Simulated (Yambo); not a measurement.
G0W0@PBEsol for Ag$_{2}$S (space group P1, No. 1) in Yambo. Reference settings: 2×2×1 Γ-centred k mesh, bands 25 to 313 and a 7 Ry block in the screening, 313 bands in G with the Bruneval-Gonze terminator, plasmon pole fitted at 27.2 eV. The PBEsol gap (0, -0.5, 0) → Γ on this mesh is 0.81 eV; G0W0 gaps are taken between the same points.

The settings were changed. The gap went from 1.20 eV to 1.20 eV, and the shift of the valence edge from -0.37 eV to -0.15 eV.

What was changed between the two runs?
A) 164 bands in W
B) 214 bands in G
C) 140 bands in W, 140 bands in G
D) pole fitted at 55 eV

C, 140 bands in W, 140 bands in G. The others gave (gap, valence shift): pole fitted at 55 eV: 1.22, -0.44 eV; 214 bands in G: 1.20, -0.36 eV; 164 bands in W: 1.20, -0.24 eV.

Spin-orbit coupling is not included.

Geometry of the Materials Project entry, not relaxed at this level; primitive cell a = 4.4355 Å, b = 4.6200 Å, c = 9.8055 Å, α = 99.78°, β = 98.20°, γ = 94.87°.

The structure is a Materials Project entry; no match was found in the copy of COD used, and its stability was not checked.

A shift is the quasiparticle energy of the state minus its PBEsol energy.
